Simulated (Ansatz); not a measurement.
Ta:
```
Ta
1.0
   -1.65258     1.65258     1.65258
    1.65258    -1.65258     1.65258
    1.65258     1.65258    -1.65258
Ta
1
Direct
  0.00000   0.00000   0.00000
```

Relaxed with r²SCAN. Special points in fractions of this cell's reciprocal vectors: Γ (0.000, 0.000, 0.000); H (0.500, -0.500, 0.500); N (0.000, 0.000, 0.500); P (0.250, 0.250, 0.250).

Task: List the band energies nearest the Fermi level at these points for the program Ansatz at the r²SCAN level (PAW).

Result: In eV from the Fermi level; about four levels below and three above (degenerate sets whole), none deeper than 8.9 eV; points with the same levels are listed once.

```tsv
k	below	above
Γ	-8.31	0.84 0.84 0.84
H	-3.94 -3.94	7.10 7.10 7.10
N	-4.55 -1.56	1.46 4.20 5.26
P	-1.34 -1.34 -1.34	5.45 5.45 7.72
```

Space group Im-3m (bcc (W type)). The cell was relaxed with r²SCAN under the symmetry of its start. The run is not spin-polarised. Scalar-relativistic: spin–orbit coupling is off unless named, which matters more the heavier the elements.

Potentials: the earlier of the program's two PAW sets.
